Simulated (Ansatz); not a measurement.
Au (fcc, Cu type)

```xyz
4
Lattice="4.1240 0.0000 0.0000 0.0000 4.1240 0.0000 0.0000 0.0000 4.1240" Properties=species:S:1:pos:R:3 pbc="T T T"
Au     0.0000     0.0000     0.0000
Au     2.0620     2.0620     0.0000
Au     2.0620     0.0000     2.0620
Au     0.0000     2.0620     2.0620
```

Scan: atom 3 (Au, nearest neighbour Au at 2.916 Å; its periodic images, 4.1 Å or more away, move with it) is displaced along Cartesian z, direction (0.000, 0.000, 1.000) in Cartesian axes, by s. The other atoms stay.

Method: r2SCAN (plane waves to 500 eV, PAW, scalar-relativistic; Ansatz, a quantum-chemistry and plane-wave program). k mesh 9×9×9 (Γ-centred), Fermi-Dirac smearing 0.05 eV. The energy includes the smearing's −TS. With partly filled bands, energies and forces of such displacements shift with the k mesh and the smearing. On this mesh the relaxed cell isn't quite at rest: it carries a pressure of -0.1 GPa (compression positive) at the zero of the scan. Au was relaxed with its symmetry unable to fall. Spin-orbit coupling is left out, though Au is heavy. The PAW data are Ansatz's earlier set. The zero of ΔE is the undisplaced structure.

The scan covers s from -0.290 to 0.290 Å in 11 points.

Problem. Is the energy the same for equal positive and negative displacements?

Solution. Even: the same for both signs. With its periodic images moving along, the atom's site symmetry in this cell is m-3m.

Problem. What is the force constant k = d²E/ds² of this move at s = 0?

Solution. 5.66 eV/Å².

(For displaced atoms, the force is minus the slope of the energy, and its curvature is a force constant, which sets phonon frequencies.)
